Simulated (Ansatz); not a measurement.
Cu Kα1 powder pattern (kinematic, no thermal factors).
2θ (°) (relative intensity): 16.37 (100), 33.08 (17), 33.80 (53), 37.77 (46), 48.02 (72), 60.46 (23), 62.20 (18), 63.10 (16), 69.41 (2), 70.68 (11), 71.09 (6), 73.53 (7), 79.47 (13), 80.68 (13), 82.63 (2)

The pattern is computed from a structure relaxed with DFT PBE, scalar-relativistic, plane waves, PAW in Ansatz. Collinear spin, ending at 3.0 μB a primitive cell. Its elements are Ga, O.

Task: Give the structure.

Result: GaO$_{3}$.
Space group P-3m1 (No. 164). a = 3.060 Å, b = 3.060 Å, c = 5.412 Å, α = 90.00°, β = 90.00°, γ = 120.00°
| atom | site | symmetry | x | y | z |
| --- | --- | --- | --- | --- | --- |
| Ga | 1b | -3m. | 0.0000 | 0.0000 | 0.5000 |
| O | 2d | 3m. | 0.3333 | 0.6667 | 0.6783 |
| O | 1a | -3m. | 0.0000 | 0.0000 | 0.0000 |

A pattern alone doesn't exclude other cells with like lines; this is the one computed.

It was reached by relaxing an invented guess, and it needn't be the stable form of this composition. No dispersion correction is applied, so the spacing between layers, chains or molecules is poorly fixed.
